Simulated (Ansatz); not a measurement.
SrCd₂:
```yaml
crystal:
  lattice:
    - [-2.51527, 3.97540, 4.17575]
    - [2.51527, -3.97540, 4.17575]
    - [2.51527, 3.97540, -4.17575]
  atoms:
    - { symbol: Sr, position: [0.29926, 0.04926, 0.25000] }
    - { symbol: Sr, position: [0.70074, 0.95074, 0.75000] }
    - { symbol: Cd, position: [0.89486, 0.33588, 0.55899] }
    - { symbol: Cd, position: [0.27689, 0.33588, 0.94101] }
    - { symbol: Cd, position: [0.10514, 0.66412, 0.44101] }
    - { symbol: Cd, position: [0.72311, 0.66412, 0.05899] }
```

Relaxed with PBEsol.

**Question.** Give the Bader charges and basin volumes of the independent atoms, plane-wave PAW PBEsol (Ansatz code).

**Answer.** 

```
atom  Bader charge (e)  Bader volume (Å³)
----  ----------------  -----------------
Sr1              +1.24               22.1
Cd3              -0.62               30.7
```

Space group Imma. The workflow started from an entry of the Crystallography Open Database (COD). Whether it is the stable phase at ambient conditions was not checked. Symmetry was held in the PBEsol relaxation; its stability against distortions is not shown here.

Potentials: the later of the program's two PAW sets.
